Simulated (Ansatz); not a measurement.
Relaxed-ion elastic tensor of ScPt3N (anti-perovskite, Pm-3m) in GPa (Voigt order), plane-wave PAW PBEsol (Ansatz code); density 14.59 g/cm³, 14.67 Å³ per atom.

```json
[
 {"": "1", "1": "288", "2": "171", "3": "171", "4": "0.0", "5": "0.0", "6": "0.0"},
 {"": "2", "1": "171", "2": "288", "3": "171", "4": "0.0", "5": "0.0", "6": "0.0"},
 {"": "3", "1": "171", "2": "171", "3": "288", "4": "0.0", "5": "0.0", "6": "0.0"},
 {"": "4", "1": "0.0", "2": "0.0", "3": "0.0", "4": "-21.3", "5": "0.0", "6": "0.0"},
 {"": "5", "1": "0.0", "2": "0.0", "3": "0.0", "4": "0.0", "5": "-21.3", "6": "0.0"},
 {"": "6", "1": "0.0", "2": "0.0", "3": "0.0", "4": "0.0", "5": "0.0", "6": "-21.3"}
]
```

Task: Is the crystal mechanically stable?

Result: No: the smallest eigenvalue of C is -21.3 GPa.

The start of the workflow was typed in or built on a structure type; neither database checked (COD, Materials Project) lists it. Its standing as an ambient phase is unchecked. Symmetry was held in the PBEsol relaxation. At this level the phase is dynamically unstable (imaginary phonons). No spin polarisation was allowed. As this level gives no gap, shear constants depend on the k-mesh and smearing (Fermi–Dirac, 0.1 eV here). Spin–orbit coupling is left out wherever it is not named.

Potentials: the earlier of the program's two PAW sets. The files were generated under PBE; for other functionals the program regenerates the frozen cores, and for LDA and PBEsol the local potential too.
